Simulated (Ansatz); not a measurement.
TaAs:
```yaml
crystal:
  lattice:
    - [-1.71432, 1.71432, 5.79131]
    - [1.71432, -1.71432, 5.79131]
    - [1.71432, 1.71432, -5.79131]
  atoms:
    - { symbol: Ta, position: [0.99899, 0.99899, 0.00000] }
    - { symbol: Ta, position: [0.74899, 0.24899, 0.50000] }
    - { symbol: As, position: [0.41701, 0.41701, 0.00000] }
    - { symbol: As, position: [0.16701, 0.66701, 0.50000] }
```

This is the PBEsol-relaxed structure.

Q: All from DFT-PBEsol in the program Ansatz with PAW potentials, unless another level is named. Predict the electronic character.

A: no gap, with almost no states at the Fermi level (zero-gap or semimetallic).

Q: Next, the formation energy from the elements (no fitted shifts)?

A: -0.61 eV/atom.

Space group I4_1md. The PBEsol relaxation kept the symmetry of its start. The run is not spin-polarised. A small band overlap can be real or an error of a semilocal functional. The references are the lowest solids computed at this level, not always the standard phases. Scalar-relativistic: spin–orbit coupling is off unless named, which matters more the heavier the elements.

Potentials: the later of the program's two PAW sets.
